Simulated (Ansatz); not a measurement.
# Property card for GaBi

GaBi:
Space group P4₂/mmc (No. 131); a = 4.3452 Å, b = 4.3452 Å, c = 7.5516 Å, α = 90.00°, β = 90.00°, γ = 90.00°

| atom | site | symmetry | x | y | z |
|---|---|---|---|---|---|
| Ga | 2c | mmm. | 0.0000 | 0.5000 | 0.0000 |
| Bi | 2e | -4m2 | 0.0000 | 0.0000 | 0.2500 |

Space group P4_2/mmc (No. 131); conventional cell a = b = 4.345 Å, c = 7.552 Å, α = β = γ = 90.00°.

Method: plane-wave PAW PBE (Ansatz code). Structure relaxed to zero pressure with the same functional. Other levels are named where they apply.

Cell and energy:

```json
{
 "volume_per_atom": "35.64 Å³",
 "density": "6.49 g/cm³",
 "Formation energy from the elements (no fitted shifts)": "0.34 eV/atom"
}
```

Electronic structure:

```json
{
 "electronic_character": "metallic (no gap)",
 "Density of states at the Fermi level": "0.54 states/eV per atom (mean over ±0.08 eV)"
}
```

The cell is a constructed one: a structure type filled with these elements; neither database checked (COD, Materials Project) lists it. Its standing as an ambient phase is unchecked. Symmetry was held in the PBE relaxation; its stability against distortions is not shown here. Axis ratios of metals converge slowly with the k-mesh, so a and c are less sure than the volume. The references are the lowest solids computed at this level, not always the standard phases. Scalar-relativistic: spin–orbit coupling is off unless named, which matters more the heavier the elements.

Potentials: the later of the program's two PAW sets.
